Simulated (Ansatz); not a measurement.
Theory: DFT PBE, scalar-relativistic, plane waves, PAW in Ansatz 0.2.0. All cells share a 420 eV cutoff and Γ-centred k meshes spaced at most about 0.3 Å⁻¹ (about 0.25 or finer for metals, 2π included). No spin polarisation in the final relaxations.

All energies are static (0 K, no zero-point motion).

Compare these two cells of TiAl₄Ni₃, each relaxed at this level.

A.

```
Ti Al Ni
1.0
     2.87986    0.00000    0.00000
     0.00000    2.87986    0.00000
     0.00000    0.00000   12.66756
Ti Al Ni
1 4 3
Direct
  0.50000 0.50000 0.00000
  0.00000 0.00000 0.84430
  0.00000 0.00000 0.15570
  0.00000 0.00000 0.38537
  0.00000 0.00000 0.61463
  0.50000 0.50000 0.27098
  0.50000 0.50000 0.50000
  0.50000 0.50000 0.72902
```

B.

```
Ti Al Ni
1.0
     6.02534    0.00000    0.00000
     0.00000    6.02534    0.00000
     0.00000    0.00000    2.91856
Ti Al Ni
1 4 3
Direct
  0.50000 0.50000 0.00000
  0.23500 0.23500 0.50000
  0.23500 0.76500 0.50000
  0.76500 0.23500 0.50000
  0.76500 0.76500 0.50000
  0.00000 0.00000 0.00000
  0.00000 0.50000 0.00000
  0.50000 0.00000 0.00000
```

Question: Which form is favoured at zero pressure, and by what margin per atom?

Answer: A is lower, by 92 meV/atom. A has space group P4/mmm (No. 123), 13.1 Å³/atom and no gap on its mesh; B has space group P4/mmm (No. 123), 13.2 Å³/atom and no gap. Counting all near atoms (those within 1.25 times the shortest distance at each site; a plus sign parts nearer from farther groups; a slash parts the counts of unlike sites), A has Ti 12+2, Al 4+9/8+6, Ni 8+5/8+6 and B has Ti 14, Al 12, Ni 8+6. In A, Ti has 8 Al at 2.83 Å and 4 Ti at 2.88 Å; around Al on its first site lie 4 Ni at 2.51 Å, 4 Ti at 2.83 Å and 5 Al at 2.88–2.91 Å; Ni on a site of symmetry 4mm is surrounded by 8 Al at 2.50–2.51 Å and 5 Ni at 2.88–2.90 Å; 2 more sites not described. In B, around Ti lie 8 Al at 2.69 Å, 2 Ti at 2.92 Å and 4 Ni at 3.01 Å; Al is surrounded by 6 Ni at 2.48–2.59 Å, 2 Ti at 2.69 Å, 4 Al at 2.83–2.92 Å and 2 Al at 3.19 Å; Ni on a site of symmetry 4/mmm has 8 Al at 2.48 Å and 6 Ni at 2.92–3.01 Å; 1 more site not described. Both come from invented guesses.

Trial moments died out on the coarse mesh in P4/mmm; another magnetic start might hold. Cells relaxed within their symmetry can be saddle points.
